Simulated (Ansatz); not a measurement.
CaO:
```xyz
2
Lattice="0.0000 2.3836 2.3836 2.3836 0.0000 2.3836 2.3836 2.3836 0.0000" Properties=species:S:1:pos:R:3 pbc="T T T"
Ca     0.0000     0.0000     0.0000
O      2.3836     2.3836     2.3836
```

Cartesian axes are those of the cell as given.

### Question
Give the high-frequency dielectric tensor and the Born effective charge tensors of the independent atoms from DFPT, DFT-PBEsol in the program Ansatz with PAW potentials.

### Answer

ε∞:
```
3.86  0.00  0.00
0.00  3.86  0.00
0.00  0.00  3.86
```
Z* of atom 1 (Ca), rows: field, columns: displacement, in e:
```
2.36  0.00  0.00
0.00  2.36  0.00
0.00  0.00  2.36
```
Z* of atom 2 (O), rows: field, columns: displacement, in e:
```
-2.36   0.00   0.00
 0.00  -2.36   0.00
 0.00   0.00  -2.36
```

Space group Fm-3m (rock salt). The PBEsol relaxation kept the symmetry of its start.

Potentials: the later of the program's two PAW sets.
